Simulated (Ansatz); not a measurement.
SiGe:
```
SiGe
1.0
    3.90087     0.00000     0.00000
   -1.95044     3.37825     0.00000
    0.00000     0.00000     6.44245
Si Ge
2 2
Cartesian
  1.95044   1.12608   5.63429
  0.00000   2.25217   2.41306
  1.95044   1.12608   3.22409
  0.00000   2.25217   0.00286
```

Plane-wave PAW PBEsol (Ansatz code) gives a gap of 0.35 eV without spin–orbit coupling, maximum at Γ, minimum at M.

What happens when spin–orbit coupling is switched on?

The gap shrinks by 0.07 eV, to 0.28 eV; maximum at Γ, minimum at M.

Give the electron effective mass with spin–orbit coupling.

0.11, 1.2, 1.2 mₑ (principal values).

Give the hole effective mass with spin–orbit coupling.

0.12, 0.12, 0.51 mₑ (principal values).

Space group P6_3mc (wurtzite). The first step of the workflow began from a Materials Project structure, measured or hypothetical; the Crystallography Open Database copy checked does not list it. Its standing as an ambient phase is unchecked. The cell was relaxed with PBEsol under the symmetry of its start; of distortions, only those at the zone centre were tested.

Potentials: the later of the program's two PAW sets.
